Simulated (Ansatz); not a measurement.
The start is a generated trial cell of WSe2 in the marcasite structure type. The structure is fully relaxed (lattice and positions, P = 0) with PBE (plane waves to 420 eV, PAW, scalar-relativistic; Ansatz, a first-principles code). The first steps use a coarse 5×4×6 k-mesh.

The start:
```
CELL_PARAMETERS angstrom
      5.22271     0.00000     0.00000
      0.00000     6.37428     0.00000
      0.00000     0.00000     3.97925
ATOMIC_POSITIONS crystal
  W  0.00000 0.00000 0.00000
  W  0.50000 0.50000 0.50000
  Se 0.20040 0.37870 0.00000
  Se 0.70040 0.12130 0.50000
  Se 0.29960 0.87870 0.50000
  Se 0.79960 0.62130 0.00000
```

```json
{
  "initial_pressure": "-8 GPa (negative: the cell is under tension)",
  "largest_initial_force": "about 1.5 eV/Å, on Se3, Se4, Se5, Se6 (atoms numbered as listed)",
  "outcome": "The space group stays Pnnm (No. 58) (the run could not lower it); the end is AFLOW prototype AB2_oP6_58_a_g (as in Fe2C), with 6 atoms in the primitive cell",
  "energy_released": "0.32 eV/atom",
  "volume_change": "-10.1 %, from 22.08 to 19.84 Å³/atom",
  "Shortest distances (start → end)": "The closest pairs of elements (up to four, under 3.6 Å), start → end: Se–W 2.63 → 2.52 Å; Se–Se 2.60 → 2.95 Å; W–W 3.98 → 3.30 Å",
  "band_gap_at_the_end": "zero (metallic)",
  "optimiser_moves": "12"
}
```

The end point of the relaxation:

Space group Pnnm (No. 58); a = 5.6620 Å, b = 6.3656 Å, c = 3.3032 Å, α = β = γ = 90.00°

| atom | site | symmetry | x | y | z |
|---|---|---|---|---|---|
| W | 2a | ..2/m | 0.0000 | 0.0000 | 0.0000 |
| Se | 4g | ..m | 0.2014 | 0.6466 | 0.0000 |

Final values are on a 8×8×14 k-mesh of the relaxed cell. No spin polarisation in the result.

The run could not lose the symmetry of its start: the end is stationary, and may be a saddle point rather than a minimum.

The relaxed structure here is a generated cell of WSe2: the first start was made by placing the elements on the sites of a structure type, and the end was not matched to a known phase here, so it may be hypothetical. Known forms of WSe2 include space group No. 194.
